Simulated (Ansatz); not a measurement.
Values for one crystal, relaxed and computed with PBEsol (plane waves, PAW; program Ansatz); other levels are named.

| Quantity | Result |
|---|---|
| Volume per atom | 11.51 Å³ |
| Electronic character | metallic (no gap) |
| Bulk modulus (Birch–Murnaghan fit) | 244 GPa |
| Formation energy from the elements (no fitted shifts) | -0.63 eV/atom |
| Density of states at the Fermi level | 0.11 states/eV per atom (mean over ±0.08 eV) |
| Pressure derivative B′ | 4.4 |

Task: Which of these materials gives this?
A) AlCrB, Cmcm (Al on 4c, B on 4c, Cr on 4c)
B) TaSiB, Cmcm (Si on 4c, B on 4c, Ta on 4c)
C) ScB2, MoSi2 or CaC2 type
D) AlSiCN, P3m1 (Pearson symbol hP8)

Result: B, TaSiB, Cmcm (Si on 4c, B on 4c, Ta on 4c)

The start of the workflow was typed in or built on a structure type; neither database checked (COD, Materials Project) lists it. Whether it is the stable phase at ambient conditions was not checked. Symmetry was held in the PBEsol relaxation; whether a distortion lowers the energy is not shown. No spin polarisation was allowed. The references are the lowest solids computed at this level, not always the standard phases. Spin–orbit coupling is left out wherever it is not named.

Potentials: the earlier of the program's two PAW sets. The files were generated under PBE; for other functionals the program regenerates the frozen cores, and for LDA and PBEsol the local potential too.
